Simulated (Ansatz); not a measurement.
Relaxed-ion elastic tensor of Zn2InGaO5 in space group P6_3/mmc (No. 194; Pearson symbol hP18) in GPa (Voigt order), r²SCAN in the plane-wave PAW code Ansatz; density 6.22 g/cm³, 11.72 Å³ per atom.

```
 249   143   124   0.0   0.0   0.0
 143   249   124   0.0   0.0   0.0
 124   124   274   0.0   0.0   0.0
 0.0   0.0   0.0  53.0   0.0   0.0
 0.0   0.0   0.0   0.0  53.0   0.0
 0.0   0.0   0.0   0.0   0.0  53.3
```

Task: Is the crystal mechanically stable?

Result: Yes: the smallest eigenvalue of C is 53.0 GPa.

Task: Work out the Voigt, Reuss and Hill averages.

Result: K_V = 173, K_R = 173, K_H = 173; G_V = 57.3, G_R = 56.3, G_H = 56.8 GPa.

Task: Give Young's modulus, Poisson's ratio, Pugh's ratio and the universal anisotropy index.

Result: E = 9KG/(3K + G) = 154 GPa; ν = 0.35; K/G = 3.04 (ductile by the Pugh limit of 1.75); A_U = 5G_V/G_R + K_V/K_R − 6 = 0.09.

Task: Estimate the sound speeds and the Debye temperature.

Result: v_l = √((K + 4G/3)/ρ) = 6320 m/s, v_t = √(G/ρ) = 3020 m/s, mean 3400 m/s; Θ = (h/k)(3n/4πV)^(1/3) v_m = 445 K.

Task: How much does each axis shrink under pressure?

Result: Linear compressibilities β_i = Σ_j S_ij (j = 1 to 3): x 2.0, y 2.0, z 1.9 per TPa.

The first step of the workflow began from a Materials Project structure, measured or hypothetical; the Crystallography Open Database copy checked does not list it. Whether it is the stable phase at ambient conditions was not checked. The r²SCAN relaxation kept the symmetry of its start; its stability against distortions is not shown here.

Potentials: the later of the program's two PAW sets.
